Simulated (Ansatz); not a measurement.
NiO (rock salt)

```xyz
2
Lattice="0.0000 2.0953 2.0953 2.0953 0.0000 2.0953 2.0953 2.0953 0.0000" Properties=species:S:1:pos:R:3 pbc="T T T"
O      0.0000     0.0000     0.0000
Ni     2.0953     2.0953     2.0953
```

E(V) scan at fixed shape, V₀ the volume above. Symmetry pins the atoms to their sites.

Level of theory: r2SCAN (plane waves to 500 eV, PAW, scalar-relativistic; Ansatz, a first-principles code). k mesh 13×13×13 (Γ-centred), Fermi-Dirac smearing 0.05 eV. E stands for the smeared free energy. NiO is run spin-polarised and with no Hubbard U; the real compound is an antiferromagnetic insulator, a state that this run doesn't describe. NiO was relaxed with its symmetry unable to fall. Relaxed NiO ends ferromagnetic. The PAW data are Ansatz's earlier set. The magnetic order is the one the run started from; other orders were not tried. ΔE is measured from the relaxed starting cell.

```
V (Å³/atom)  ΔE (meV/atom)
-----------  -------------
7.727                216.2
8.021                129.4
8.316                 68.2
8.610                 28.5
8.904                  6.7
9.199                  0.0
9.493                  6.0
9.787                 22.5
10.082                48.0
10.376                81.0
10.671               120.3
```

Q: What is the fitted pressure derivative B₀′?

A: 4.4.

Q: What bulk modulus B₀ follows from a third-order Birch-Murnaghan fit?

A: 214 GPa. Check by three points about V = 9.199 Å³/atom, step 0.294: d²E/dV² ≈ (6.7 − 2·0.0 + 6.0) meV / 0.294² = 0.147 eV/Å⁶, and V·d²E/dV² × 160.2 = 216 GPa.

(A scan under strain: stresses follow from slopes of the energy per volume, elastic moduli from its curvatures.)
